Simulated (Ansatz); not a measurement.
Starting cell, Ti (hcp, Mg type):

```yaml
crystal:
  lattice:
    - [5.87183, 0.00000, 0.00000]
    - [-1.46796, 2.54258, 0.00000]
    - [2.93591, 0.00000, 4.63642]
  atoms:
    - { symbol: Ti, position: [0.79167, 0.66667, 0.75000] }
    - { symbol: Ti, position: [0.29167, 0.66667, 0.75000] }
    - { symbol: Ti, position: [0.20833, 0.33333, 0.25000] }
    - { symbol: Ti, position: [0.70833, 0.33333, 0.25000] }
```

The atoms are displaced by Q × the pattern below (from a DFPT mode at L = (0.5, 0.0, 0.5), largest move 1; Q in Å), at fixed cell. It is one choice among 2 degenerate patterns. (q is in reciprocal vectors of the primitive cell; the cell shown is doubled to hold the pattern.)

```csv
atom,x,y,z
Ti1,-0.866,-0.500,0.000
Ti2,0.866,0.500,0.000
Ti3,0.000,0.000,-0.953
Ti4,0.000,0.000,0.953
```

All values below come from r2SCAN (plane waves to 500 eV, PAW, scalar-relativistic; Ansatz, a program for electronic structure). k mesh 18×18×18 (Γ-centred), Fermi-Dirac smearing 0.05 eV. With partly filled bands, energies and forces of such displacements shift with the k mesh and the smearing. Ti is run without spin polarisation. Ti was relaxed with its symmetry unable to fall. 

```json
[
 {"Q (Å)": "-0.100", "−dE/dQ from forces (eV/Å)": "5.103"},
 {"Q (Å)": "-0.083", "−dE/dQ from forces (eV/Å)": "4.370"},
 {"Q (Å)": "-0.067", "−dE/dQ from forces (eV/Å)": "3.572"},
 {"Q (Å)": "-0.050", "−dE/dQ from forces (eV/Å)": "2.724"},
 {"Q (Å)": "-0.033", "−dE/dQ from forces (eV/Å)": "1.840"},
 {"Q (Å)": "-0.017", "−dE/dQ from forces (eV/Å)": "0.928"},
 {"Q (Å)": "0.000", "−dE/dQ from forces (eV/Å)": "0.000"},
 {"Q (Å)": "0.017", "−dE/dQ from forces (eV/Å)": "-0.928"},
 {"Q (Å)": "0.033", "−dE/dQ from forces (eV/Å)": "-1.840"},
 {"Q (Å)": "0.050", "−dE/dQ from forces (eV/Å)": "-2.724"},
 {"Q (Å)": "0.067", "−dE/dQ from forces (eV/Å)": "-3.572"},
 {"Q (Å)": "0.083", "−dE/dQ from forces (eV/Å)": "-4.370"},
 {"Q (Å)": "0.100", "−dE/dQ from forces (eV/Å)": "-5.103"}
]
```

What harmonic wavenumber does the curvature at Q = 0 give?

288 cm⁻¹. E″ = 55.86 eV/Å², M = Σ mᵢ|uᵢ|² = 182.6 u, ν̃ = 521.5·√(|E″|/M).

(For displaced atoms, the force is minus the slope of the energy, and its curvature is a force constant, which sets phonon frequencies.)
